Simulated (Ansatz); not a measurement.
A geometry of Si₂W away from equilibrium: step 2 of the relaxation of a relaxed Si2W cell displaced along its unstable phonon at q = Γ (124i cm⁻¹), largest move 0.15 Å. Calculation: r2SCAN (plane waves to 500 eV, PAW, scalar-relativistic; Ansatz, a first-principles code). Γ-centred k-mesh 9×9×13 on the run's cell (coarser than for final values), Fermi–Dirac smearing 0.05 eV.

```xyz
3
Lattice="4.3096 0.0000 0.0000 -2.1548 3.7322 0.0000 0.0000 0.0000 2.5915" Properties=species:S:1:pos:R:3:forces:R:3 pbc="T T T" free_energy=-11675.210 pressure_GPa=0.0
W      0.0000     0.0000     0.1116    0.0000    0.0000    0.5333
Si     0.0000     2.4881     1.1121    0.0000    0.0000   -0.2669
Si     2.1548     1.2441     1.1121    0.0000    0.0000   -0.2669
```

Positions in Å, forces in eV/Å, free energy of the cell in eV (comparable only within this code, potentials and settings). Largest force: 0.53 eV/Å, on W1 (atoms numbered as listed); the geometry lies 0.03 eV/atom above the end of its relaxation.

No spin polarisation in the result.

The run could not lose the symmetry of its start, so the end can be a saddle point.

The end of the path is a generated cell of Si2W: the first start was made by placing the elements on the sites of a structure type, and the end was not matched to a known phase here, so it may be hypothetical. Known forms of Si2W include space group No. 139.
